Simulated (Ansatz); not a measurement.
Rb3NaW2O8:
```
CELL_PARAMETERS angstrom
      6.14830     0.00000     0.00000
     -3.07415     5.32458     0.00000
      0.00000     0.00000     7.90222
ATOMIC_POSITIONS crystal
  Rb 0.00000 0.00000 0.50000
  Rb 0.66667 0.33333 0.15791
  Rb 0.33333 0.66667 0.84209
  Na 0.00000 0.00000 0.00000
  W  0.66667 0.33333 0.72206
  W  0.33333 0.66667 0.27794
  O  0.82290 0.64580 0.80400
  O  0.17710 0.35420 0.19600
  O  0.35420 0.17710 0.80400
  O  0.64580 0.82290 0.19600
  O  0.82290 0.17710 0.80400
  O  0.17710 0.82290 0.19600
  O  0.66667 0.33333 0.49811
  O  0.33333 0.66667 0.50189
```

Relaxed with r²SCAN. Special points in fractions of this cell's reciprocal vectors: Γ (0.000, 0.000, 0.000); M (0.500, 0.000, 0.000); K (0.333, 0.333, 0.000); A (0.000, 0.000, 0.500); L (0.500, 0.000, 0.500); H (0.333, 0.333, 0.500).

Problem. List the band energies nearest the valence-band maximum at these points for the program Ansatz at the r²SCAN level (PAW).

Solution. In eV from the valence-band maximum; about four levels below and three above (degenerate sets whole), none deeper than 8.9 eV; points with the same levels are listed once.

```json
[
 {"k": "Γ", "below": "-0.14 -0.05 -0.04 -0.04", "above": "5.58 5.82 5.82"},
 {"k": "M", "below": "-0.31 -0.22 -0.16 0.00", "above": "5.76 5.94 5.98"},
 {"k": "K", "below": "-0.36 -0.36 -0.15 -0.15 -0.09", "above": "5.84 5.95 5.95"},
 {"k": "A", "below": "-0.13 -0.05 -0.04 -0.04", "above": "5.90 5.90 6.00 6.00"},
 {"k": "L", "below": "-0.25 -0.23 -0.13 -0.08", "above": "5.79 5.89 6.09"},
 {"k": "H", "below": "-0.22 -0.19 -0.19 -0.19", "above": "5.94 5.94 6.02"}
]
```

Space group P-3m1. The first step of the workflow began from a Materials Project structure, measured or hypothetical; the Crystallography Open Database copy checked does not list it. Its standing as an ambient phase is unchecked. Symmetry was held in the r²SCAN relaxation; whether a distortion lowers the energy is not shown. The run is not spin-polarised. No Hubbard U is applied. Scalar-relativistic: spin–orbit coupling is off unless named, which matters more the heavier the elements.

Potentials: the later of the program's two PAW sets.
